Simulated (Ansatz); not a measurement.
ZnHg4Te5 in space group R3m (No. 160; Pearson symbol hR10) at seven volumes, r²SCAN (plane waves, PAW; program Ansatz), shape and atoms relaxed at each. One row is withheld.

```
V (Å³/atom)  P (GPa)
-----------  -------
31.003          4.93
32.025          2.99
33.047          1.36
34.069          0.00
35.091             ?
36.113         -2.09
37.135         -2.89
```

Q: Fit the shown pressures and predict the withheld one.

A: Third-order Birch–Murnaghan: P = (3/2)B₀(x^(7/2) − x^(5/2))[1 + (3/4)(B′ − 4)(x − 1)] with x = (V₀/V)^(2/3). Least squares on the six rows gives V₀ = 34.070 Å³/atom, B₀ = 41.43 GPa, B′ = 4.92. At V = 35.091, x = 0.9805 and P = -1.14 GPa. The run itself gave -1.14 GPa.

The workflow started from a Materials Project entry (that database holds measured and hypothetical structures alike); the Crystallography Open Database copy checked does not list it. Whether it is the stable phase at ambient conditions was not checked. Symmetry was held in the r²SCAN relaxation; whether a distortion lowers the energy is not shown. Spin–orbit coupling is left out wherever it is not named.

Potentials: the later of the program's two PAW sets.
